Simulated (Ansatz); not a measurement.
**EuZn2: what a change of basis.ecutwfc, hamiltonian.hubbard does**

Level of theory: PBEsol, collinear spin, scalar-relativistic; Ansatz, plane waves to 420 eV (PAW set soft_2), k-mesh 3×3×3. These are the settings of the reference run.

Cell:

```
cell
1.0
     4.5523   -7.3141    0.0000
     4.5523    7.3141    0.0000
    -4.5523    0.0000    7.4095
Eu Zn
8 16
Direct
  0.0991 0.3491 0.4482
  0.8491 0.5991 0.9482
  0.5991 0.8491 0.4482
  0.3491 0.0991 0.9482
  0.1509 0.4009 0.0518
  0.9009 0.6509 0.5518
  0.6509 0.9009 0.0518
  0.4009 0.1509 0.5518
  0.8000 0.3638 0.1638
  0.5500 0.6138 0.6638
  0.3000 0.8638 0.1638
  0.0500 0.1138 0.6638
  0.4500 0.3862 0.3362
  0.2000 0.6362 0.8362
  0.9500 0.8862 0.3362
  0.7000 0.1362 0.8362
  0.8638 0.3000 0.6638
  0.6138 0.5500 0.1638
  0.3638 0.8000 0.6638
  0.1138 0.0500 0.1638
  0.3862 0.4500 0.8362
  0.1362 0.7000 0.3362
  0.8862 0.9500 0.8362
  0.6362 0.2000 0.3362
```

The reference run of this cell is solved again as a single point with these keys changed:

| key | reference run | changed run |
| --- | --- | --- |
| basis.ecutwfc | 420 | 500 eV |
| hamiltonian.hubbard | not typed | {sites: [{species: Eu, l: f, u_eff: 1.0}], double_counting: fll} |

How does the changed run end?



```
               quantity  reference run  changed run
         pressure (GPa)            0.0          0.5
   largest force (eV/Å)           0.01         0.03
   gap on the mesh (eV)           0.00         0.00
moment of the cell (μB)          56.76        56.87
```

The Hamiltonian isn't the same, so energies aren't compared. It took 17 iterations.

Caveats: the reference run: 4f shell without a U, which puts 4f levels too near the Fermi level; the reference run: open f or d shells may hold a state above the lowest; a single point, atoms not relaxed again; a change of U can also leave the f or d shell in another state.
